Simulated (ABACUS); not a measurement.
**Small calculations from the output for Ti (P6_3/mmc, 2 atoms in the cell; from Materials Project mp-46)**

```
CELL_PARAMETERS angstrom
      2.93573     0.00000     0.00000
     -1.46786     2.54242     0.00000
      0.00000     0.00000     4.64086
ATOMIC_POSITIONS crystal
  Ti 0.33333 0.66667 0.25000
  Ti 0.66667 0.33333 0.75000
```

All values come from this method and carry its errors: PBE, numerical atomic orbitals TZP (confined pseudo-atomic orbitals with Gaussian additions; energy shift 0.01 Ry), PseudoDojo 0.5 standard norm-conserving PBE (tails mended) pseudopotentials (ABACUS).

Main settings: basis = TZP numerical atomic orbitals, energy shift 0.01 Ry; KPT = Gamma 14 14 8 0 0 0; basis_type = lcao; ecutwfc = 100 Ry; smearing_method = fd; smearing_sigma = 0.00734986 Ry; potentials = PseudoDojo 0.5 standard norm-conserving PBE (tails mended); symmetry = 1.

The atom-centred basis is finite, which shifts total energies and pressures against plane waves. The structure comes from a collection of computed structures, made at another level of theory; the collection holds predicted forms beside known ones.

With Fermi-Dirac occupations of width kT = 0.1000 eV the run gave E = -3230.1294 eV and F = E − TS = -3230.2049 eV for the cell.

Extrapolate the energy to zero width, and estimate the density of states at the Fermi level.

TS = E − F = 0.0755 eV. To second order in the width E rises and F falls by the same amount, so E(0) ≈ (E + F)/2 = -3230.1672 eV. The Sommerfeld expansion gives TS = (π²/3) g (kT)², so g ≈ 3 × 0.0755/(π² × 0.1000²) = 2.29 states/eV for the cell, 1.15 an atom (both spins). This g is a mean over a few kT around the Fermi level on this mesh. It implies a bare coefficient γ = (π²/3) k_B² g = 2.357 × 1.15 = 2.7 mJ/(mol K²) for a mole of atoms, without any enhancement by phonons or spin fluctuations.

The atomic orbitals were generated for these runs; they are not ABACUS's published sets and were checked against plane waves on a few crystals only.

“Tails mended”: in these copies of the files the far tail of each local potential was reset to the Coulomb form.
